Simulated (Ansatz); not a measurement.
Input and command of a plane-wave DFT calculation in Ansatz:

```yaml
crystal:
  lattice:
    - [0.0, 2.8016907855, 2.8016907855]
    - [2.8016907855, 0.0, 2.8016907855]
    - [2.8016907855, 2.8016907855, 0.0]
  atoms:
    - { symbol: Ga, position: [0.0, 0.0, 0.0] }
    - { symbol: As, position: [0.75, 0.75, 0.75] }
basis:
  ecutwfc: 420
kpoints:
  mp_grid: { grid: [12, 12, 12] }
hamiltonian:
  xc: lda
scf:
  occupations: { method: gaussian, width: 0.02 }
output:
  forces: true
  stress: true
  eigenvalues: true
  write_density: true
  write_potential: true
  elf: true
  volumetric_format: npy
relax:
  adjacent_minimum: "off"
  f_tol: 0.005
  max_steps: 80
  cell: { stress_tol: 0.05 }
```

```bash
ansatz run input.yaml --threads 8 --pin off --max-ram 20480MiB --backend cpu --events-out ev --progress --plain --runs-dir out
```

Processor: Intel(R) Xeon(R) Processor @ 2.50GHz (Skylake/Cascade Lake), 8 threads, on a host shared with other jobs.

How long does it run, and how much memory does it take?

About 4.3 s on 8 threads of Intel(R) Xeon(R) Processor @ 2.50GHz (Skylake/Cascade Lake), with other jobs on the host, peak memory 0.49 GiB. It solves 18 bands at 72 k points (the mesh reduced by the symmetry that the task leaves, which can be less than the crystal's) with about 869 plane waves (on the last cell), in 11 SCF iterations over 2 ionic steps.
